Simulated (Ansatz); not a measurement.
CaO (rock salt, space group No. 225), plane-wave PAW PBE (Ansatz code). The conduction-band minimum lies at X, with 3 equivalent valleys. Second derivatives d²E/dk² of the lowest band at one valley (eV·Å²), along Cartesian directions:

| direction | d²E/dk² |
|---|---|
| [100] | 5.352 |
| [010] | 17.22 |
| [001] | 17.22 |
| [110] | 11.29 |
| [101] | 11.29 |
| [011] | 17.22 |

Question: Find the principal effective masses, the density-of-states mass and the conductivity mass.

Answer: Off-diagonal terms follow from H_xy = H[110] − (H_xx + H_yy)/2, and m*/mₑ = 7.620 eV·Å² over each eigenvalue: 0.44, 0.44, 1.4. One valley's DOS mass (m₁m₂m₃)^(1/3) = 0.65, conductivity mass 3/(Σ 1/mᵢ) = 0.57 mₑ.

Question: What effective density of states Nc follows at 300 K for parabolic valleys?

Answer: Nc = 2.509e19 × 3 × (0.65)^(3/2) ≈ 3.9e19 cm⁻³.

Question: With the computed static dielectric constant 16.7 (mean of the diagonal), estimate a hydrogenic donor's binding energy and radius.

Answer: E = 13.606 eV × 0.57/16.7² ≈ 28 meV; a = 0.529 Å × ε/m* ≈ 15 Å. Semilocal masses tend to be too small where the gap is.

Question: With ε∞ = 3.79 and ω_LO = 537 cm⁻¹, what Fröhlich coupling constant follows?

Answer: α = (1/ε∞ − 1/ε0) √(m* × 13.606 eV/ħω_LO) = 2.2.

Space group Fm-3m (rock salt). The PBE relaxation kept the symmetry of its start; phonons on a q-mesh show no instability.

Potentials: the later of the program's two PAW sets.
